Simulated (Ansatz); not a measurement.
Fe (bcc (W type), Im-3m) under volume change, plane-wave PAW PBE (Ansatz code), scaled uniformly.

```
V (Å³/atom)  E − E(relaxed) (meV/atom)  P (GPa)
-----------  -------------------------  -------
10.331                            65.7    23.25
10.672                            26.6    13.79
11.012                             6.0     5.94
11.353                             0.0     0.00
11.694                             5.5    -5.15
12.034                            21.6    -9.77
12.375                            46.3   -13.27
```

What does a third-order Birch–Murnaghan fit give for V₀, B₀ and B′?

V₀ = 11.34 Å³/atom, B₀ = 192 GPa, B′ = 5.4.

Symmetry was held in the PBE relaxation. Magnetic state: ferromagnetic, chosen from 3 collinear starts compared on coarse meshes (ties went to the first, and starts can fall back to one state), not a proven ground state. Textbook magnetic order: ferromagnetic.

Potentials: the later of the program's two PAW sets.
